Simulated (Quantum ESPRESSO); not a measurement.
# Ti6Au2: input and log of a self-consistent run

Computed values, not a measurement. The program is pw.x of Quantum ESPRESSO 7.5 (plane-wave density functional theory). The cell is made up: eight metal atoms on a hexagonal close-packed lattice, with elements, volume, strain and displacements drawn at random and not relaxed, so it may be unstable or far from any real phase. PseudoDojo standard norm-conserving files set the functional (PBE unless stated); there is no spin polarisation or spin-orbit coupling, the Fermi-Dirac width of 0.25 eV means electrons at about 2900 K, and the masses in the input are unused placeholders. Heavy elements are run without spin-orbit coupling, which real alloys of them have. A spin test at this wide smearing found no moment, but such smearing suppresses magnetism that the real alloy may have.

Input:

```
&control calculation='scf', pseudo_dir='./dojo.nc.sr.pbe.v0_5.standard.upf', outdir='./o', disk_io='medium', tprnfor=.true., tstress=.true. /
&system ibrav=0, nat=8, ntyp=2, nbnd=71, ecutwfc=84.00895049, nosym=.true., tot_charge=0,
 occupations='smearing', smearing='fd', degauss=0.0183746611
/
&electrons conv_thr=1.470e-08, electron_maxstep=70, mixing_beta=0.5 /
ATOMIC_SPECIES
Au 1.0 Au.upf
Ti 1.0 Ti.upf
CELL_PARAMETERS angstrom
-0.0118 0.0066 -4.7668
-0.0024 5.2242 -0.0072
5.8785 -0.0028 0.0148
ATOMIC_POSITIONS angstrom
Ti 0.1873 0.0439 0.1175
Ti 2.7978 0.0649 -0.1243
Ti 1.434 2.6038 -0.1001
Au 4.4276 2.5332 -0.0078
Ti 0.0045 1.6418 -2.4514
Ti 2.9715 1.7883 -2.3759
Au 1.4989 4.2768 -2.3454
Ti 4.4405 4.317 -2.4758
K_POINTS automatic
5 5 4 1 1 1
```

The log is shortened where brackets say so; the opening notice, blank lines, dates and the lines on written files are dropped, and the path of the files is cut. It prints rydbergs, bohrs and kilobars, and counts compression as positive stress. Its total energy is the free energy E - TS of the whole cell.

```
     Program PWSCF v.7.5
     Parallel version (MPI & OpenMP), running on       1 processor cores
     Number of MPI processes:                 1
     Threads/MPI process:                     1
     [start-up lines left out]
     bravais-lattice index     =            0
     lattice parameter (alat)  =       9.0080  a.u.
     unit-cell volume          =     987.8846 (a.u.)^3
     number of atoms/cell      =            8
     number of atomic types    =            2
     number of electrons       =       110.00
     number of Kohn-Sham states=           71
     kinetic-energy cutoff     =      84.0090  Ry
     charge density cutoff     =     336.0358  Ry
     scf convergence threshold =      1.5E-08
     mixing beta               =       0.5000
     number of iterations used =            8  plain     mixing
     Exchange-correlation= PBE
                           (   1   4   3   4   0   0   0)
     [axes and pseudopotential details left out]
   Cartesian axes
     site n.     atom                  positions (alat units)
         1        Ti     tau(   1) = (   0.0392924   0.0092095   0.0246496  )
         2        Ti     tau(   2) = (   0.5869323   0.0136149  -0.0260761  )
         3        Ti     tau(   3) = (   0.3008295   0.5462343  -0.0209993  )
         4        Au     tau(   4) = (   0.9288374   0.5314236  -0.0016363  )
         5        Ti     tau(   5) = (   0.0009440   0.3444225  -0.5142633  )
         6        Ti     tau(   6) = (   0.6233717   0.3751558  -0.4984246  )
         7        Au     tau(   7) = (   0.3144445   0.8972021  -0.4920262  )
         8        Ti     tau(   8) = (   0.9315436   0.9056354  -0.5193820  )
     number of k points=    50  Fermi-Dirac smearing, width (Ry)=  0.0184
                       cart. coord. in units 2pi/alat
        k(    1) = (   0.1016568   0.0911537  -0.1001258), wk =   0.0400000
        k(    2) = (   0.3043807   0.0912461  -0.1006275), wk =   0.0400000
     [further k points left out]
     Dense  grid:   102761 G-vectors     FFT dimensions: (  54,  60,  72)
     Estimated max dynamical RAM per process >     169.02 MB
     Initial potential from superposition of free atoms
     starting charge     109.9903, renormalised to     110.0000
     Starting wfcs are   80 randomized atomic wfcs
     total cpu time spent up to now is       30.1 secs
     per-process dynamical memory:    96.5 Mb
     Self-consistent Calculation
     iteration #  1     ecut=    84.01 Ry     beta= 0.50
     Davidson diagonalization with overlap
     ethr =  1.00E-02,  avg # of iterations =  2.7
     total cpu time spent up to now is       99.9 secs
     total energy              =   -1303.40097503 Ry
     estimated scf accuracy    <       3.11761436 Ry
     iteration #  2     ecut=    84.01 Ry     beta= 0.50
     Davidson diagonalization with overlap
     ethr =  2.83E-03,  avg # of iterations =  5.8
     total cpu time spent up to now is      175.0 secs
     total energy              =   -1303.23992436 Ry
     estimated scf accuracy    <      17.38662242 Ry
     iteration #  3     ecut=    84.01 Ry     beta= 0.50
     Davidson diagonalization with overlap
     ethr =  2.83E-03,  avg # of iterations =  6.9
     total cpu time spent up to now is      246.3 secs
     total energy              =   -1304.87775622 Ry
     estimated scf accuracy    <       6.12915505 Ry
     iteration #  4     ecut=    84.01 Ry     beta= 0.50
     Davidson diagonalization with overlap
     ethr =  2.83E-03,  avg # of iterations =  2.0
     total cpu time spent up to now is      297.5 secs
     total energy              =   -1305.10744796 Ry
     estimated scf accuracy    <       2.46023408 Ry
     iteration #  5     ecut=    84.01 Ry     beta= 0.50
     Davidson diagonalization with overlap
     ethr =  2.24E-03,  avg # of iterations =  2.0
     total cpu time spent up to now is      344.1 secs
     total energy              =   -1305.19380173 Ry
     estimated scf accuracy    <       0.99663237 Ry
     [iterations 6 to 18 left out]
     iteration # 19     ecut=    84.01 Ry     beta= 0.50
     Davidson diagonalization with overlap
     ethr =  3.35E-09,  avg # of iterations =  6.1
     total cpu time spent up to now is     1312.3 secs
     total energy              =   -1305.22701918 Ry
     estimated scf accuracy    <       0.00000101 Ry
     iteration # 20     ecut=    84.01 Ry     beta= 0.50
     Davidson diagonalization with overlap
     ethr =  9.18E-10,  avg # of iterations =  2.3
     total cpu time spent up to now is     1368.7 secs
     total energy              =   -1305.22701921 Ry
     estimated scf accuracy    <       0.00000035 Ry
     iteration # 21     ecut=    84.01 Ry     beta= 0.50
     Davidson diagonalization with overlap
     ethr =  3.16E-10,  avg # of iterations =  2.6
     total cpu time spent up to now is     1425.2 secs
     total energy              =   -1305.22701924 Ry
     estimated scf accuracy    <       0.00000007 Ry
     iteration # 22     ecut=    84.01 Ry     beta= 0.50
     Davidson diagonalization with overlap
     ethr =  6.42E-11,  avg # of iterations =  6.1
     total cpu time spent up to now is     1483.8 secs
     total energy              =   -1305.22701925 Ry
     estimated scf accuracy    <       0.00000002 Ry
     iteration # 23     ecut=    84.01 Ry     beta= 0.50
     Davidson diagonalization with overlap
     ethr =  1.65E-11,  avg # of iterations =  3.4
     total cpu time spent up to now is     1536.1 secs
     End of self-consistent calculation
     [lines on levels left out]
!    total energy              =   -1305.22701925 Ry
     estimated scf accuracy    <          2.0E-09 Ry
     smearing contrib. (-TS)   =      -0.19129739 Ry
     internal energy E=F+TS    =   -1305.03572186 Ry
     The total energy is F=E-TS. E is the sum of the following terms:
     one-electron contribution =    -478.35665664 Ry
     hartree contribution      =     277.47694658 Ry
     xc contribution           =    -208.61092080 Ry
     ewald contribution        =    -895.54509100 Ry
     convergence has been achieved in  23 iterations
     Forces acting on atoms (cartesian axes, Ry/au):
     atom    1 type  2   force =    -0.04198592   -0.00574621   -0.02284332
     atom    2 type  2   force =     0.04229815   -0.00397583    0.01713762
     atom    3 type  2   force =     0.00118576    0.02127593    0.01807749
     atom    4 type  1   force =    -0.00172226    0.01069164   -0.00443103
     atom    5 type  2   force =     0.00540566    0.00258356    0.01784951
     atom    6 type  2   force =    -0.00396912   -0.01491772   -0.01667644
     atom    7 type  1   force =    -0.00054180    0.00622903   -0.01948080
     atom    8 type  2   force =    -0.00067047   -0.01614039    0.01036697
     Total force =     0.083618     Total SCF correction =     0.000149
     Computing stress (Cartesian axis) and pressure
          total   stress  (Ry/bohr**3)                   (kbar)     P=      -49.85
  -0.00043170   0.00000469  -0.00002161          -63.51        0.69       -3.18
   0.00000469  -0.00038246   0.00000981            0.69      -56.26        1.44
  -0.00002161   0.00000981  -0.00020239           -3.18        1.44      -29.77
     init_run     :     27.61s CPU     29.98s WALL (       1 calls)
     electrons    :   1422.63s CPU   1506.05s WALL (       1 calls)
     forces       :     11.23s CPU     11.38s WALL (       1 calls)
     stress       :     31.15s CPU     31.40s WALL (       1 calls)
     [timing details left out]
     PWSCF        :  24m52.92s CPU  26m19.86s WALL
     JOB DONE.
```

In other units: free energy -17758.518 eV for the cell, pressure -4.98 GPa, largest force component 1.088 eV/Å in size. The run took 1581 s of wall time with one process on a shared machine (AMD EPYC, Zen 5, virtual cores), so the time is rough. A rerun of this cell at a higher cutoff and on a denser mesh moved values by no more than 0.002 eV in energy, 0.02 GPa in stress and 0.003 eV/Å in force, and a second program with other atomic files agreed on that cell to 2 % rms in force and 0.5 GPa in pressure.